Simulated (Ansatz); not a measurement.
**In4Ru, before and after**

A trial structure of In4Ru was built thus: random cell by space group and Wyckoff sites (I4/mmm, No. 139). Lengths were set from tabulated atomic sizes, so they are only a guess.

POSCAR.start

```
In Ru
1.0
    -3.12490    3.12490    3.50975
     3.12490   -3.12490    3.50975
     3.12490    3.12490   -3.50975
In Ru
4 1
Cartesian
  1.5624 1.5624 1.7549
  1.5624 1.5624 -1.7549
  -1.5624 1.5624 1.7549
  1.5624 -1.5624 1.7549
  0.0000 0.0000 0.0000
```

Computed with DFT PBE, scalar-relativistic, plane waves, PAW in Ansatz. Cutoff 420 eV, Gaussian smearing, Γ-centred meshes. Cell and atoms relax first on a coarse mesh, the cell is then made exact in the group found at 0.06 to 0.08 Å, and last on a converged mesh; the steps can't lower the symmetry of their start. No spin polarisation.

POSCAR.end

```
In Ru
1.0
    -3.13686    3.13686    3.13686
     3.13686   -3.13686    3.13686
     3.13686    3.13686   -3.13686
In Ru
4 1
Direct
  0.50000 0.50000 0.50000
  0.00000 0.00000 0.50000
  0.50000 0.00000 0.00000
  0.00000 0.50000 0.00000
  0.00000 0.00000 0.00000
```

The symmetry goes from I4/mmm (No. 139) to Im-3m (No. 229). The volume per atom shrinks by 9.9 %, from 27.4 to 24.7 Å³. The shortest distance goes from 2.82 Å (In–Ru) to 2.72 Å (In–Ru).

- Volume per atom: 24.69 Å³
- Density: 7.54 g/cm³
- Formation energy: −0.02 eV/atom
- Gap on the 8×8×8 mesh of the 5-atom cell: 0 eV (a metal)

Energies over the elements count from the elements' standard structures at the same level, with no fitted energy shifts. The formation energy is too near zero to say whether this cell lies below the elements.

The last run used Gaussian smearing of 0.10 eV. The k mesh leaves some 4 meV/atom of noise in the energy of each metallic cell. A later test with randomly moved atoms ended 3 meV/atom lower, in I-42m at a loose tolerance, which is no clear verdict on its stability.
